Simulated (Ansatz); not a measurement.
# Zone-centre phonons of ZrHgS₃: input and output

These are results of DFT PBEsol, scalar-relativistic, plane waves, PAW in Ansatz, not measurements.

Launched with:
```bash
ansatz run input.yaml --threads 1 --pin off --max-ram 1280MiB --backend cpu --events-out ev --progress --plain --runs-dir out
```

Input (bare energies are in eV):
```yaml
crystal:
  lattice:
    - [4.9435, 0.0, 0.0]
    - [0.0, 4.9435, 0.0]
    - [0.0, 0.0, 4.9435]
  atoms:
    - { symbol: Hg, position: [0.0, 0.0, 0.0] }
    - { symbol: Zr, position: [0.5, 0.5, 0.5] }
    - { symbol: S, position: [0.5, 0.5, 0.0] }
    - { symbol: S, position: [0.5, 0.0, 0.5] }
    - { symbol: S, position: [0.0, 0.5, 0.5] }
basis:
  ecutwfc: 420
kpoints:
  mp_grid: { grid: [8, 8, 8] }
hamiltonian:
  xc: pbesol
scf:
  occupations: { method: fermi_dirac, width: 0.15 }
output:
  eigenvalues: true
phonons:
  method: dfpt
  eigenvectors: true
```

The end of the output:
```
--- Phonons (Γ-DFPT): 4 representative perturbations + reference, on 125 of 512 k-points (Σ response iterations 29) ---
  k mesh reduced under 8 symmetry operations, with k and −k counted as one. Each operation leaves every solved displacement unchanged or reverses it
  ASR residual: 1.131e-3 → 0.000e0 eV/Å²; symmetrization residual: 4.474e-5 eV/Å²
  ASR residual per site (eV/Å²): 4.86e-6 1.13e-3 3.71e-5 3.71e-5 3.71e-5
  Γ frequencies (cm⁻¹): -84.96 -84.96 -84.96 -72.48 -72.48 -72.48 -16.73 -16.73 -16.73 0.00 0.00 0.00 325.15 325.15 325.15
  non-analytic LO–TO correction: not included (Born effective charges unavailable; polar crystals: no LO–TO splitting at Γ)
```

Its imaginary modes show that this cell, the ideal cubic perovskite prototype, isn't a minimum of the energy. In a metal, frequencies and elastic constants depend on the k mesh and the smearing, soft modes and shear constants most. Spin–orbit coupling is left out, which matters for heavy elements. A semilocal functional can close a gap that the real compound has.

Negative frequencies stand for imaginary ones: the cell is unstable against these modes.